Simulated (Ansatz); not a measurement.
This run works on a generated trial structure, not on a known crystal.

Input and command of a plane-wave DFT calculation in Ansatz:

```yaml
crystal:
  lattice:
    - [4.8075483604, 0.0, 0.0]
    - [2.0041271168, 4.9547561044, 0.0]
    - [0.0068237089, 0.0161780529, 8.1298475578]
  atoms:
    - { symbol: Zn, position: [0.6739106081, 0.545324423, 0.2566562352] }
    - { symbol: Zn, position: [0.6613183215, 0.5265627712, 0.7510490332] }
    - { symbol: Sn, position: [0.9813850751, 0.0199708891, 0.2483528627] }
    - { symbol: Sn, position: [0.9853377627, 0.0032765147, 0.7493203962] }
    - { symbol: Sn, position: [0.44815163, 0.1279318615, 0.5009284059] }
    - { symbol: Sn, position: [0.4502089875, 0.1272647306, 0.9961487596] }
    - { symbol: "N", position: [0.4667572162, 0.9243604716, 0.2506665257] }
    - { symbol: "N", position: [0.4727047992, 0.907609175, 0.7480756769] }
    - { symbol: "N", position: [0.9276022798, 0.9073681337, 0.0012842577] }
    - { symbol: "N", position: [0.9326233199, 0.9118099696, 0.4975178469] }
basis:
  ecutwfc: 420
kpoints:
  mp_grid: { grid: [4, 4, 2] }
hamiltonian:
  xc: pbe
scf:
  occupations: { method: gaussian, width: 0.1 }
  lower_state_search: "off"
output:
  forces: true
  stress: true
  eigenvalues: true
relax:
  adjacent_minimum: "off"
  f_tol: 0.04
  max_steps: 70
  cell: { stress_tol: 0.4 }
```

```bash
ansatz run input.yaml --threads 1 --pin off --max-ram 2560MiB --backend cpu --events-out ev --progress --plain --runs-dir out
```

Processor: Intel(R) Xeon(R) 6975P-C (Granite Rapids), 1 thread, on a host shared with other jobs.

Task: How long does it run, and how much memory does it take?

Result: About 3.8 min, peak memory 0.59 GiB. It solves 60 bands at 20 k points (after reduction by symmetry) with about 3643 plane waves (on the last cell), in 152 SCF iterations over 19 ionic steps.
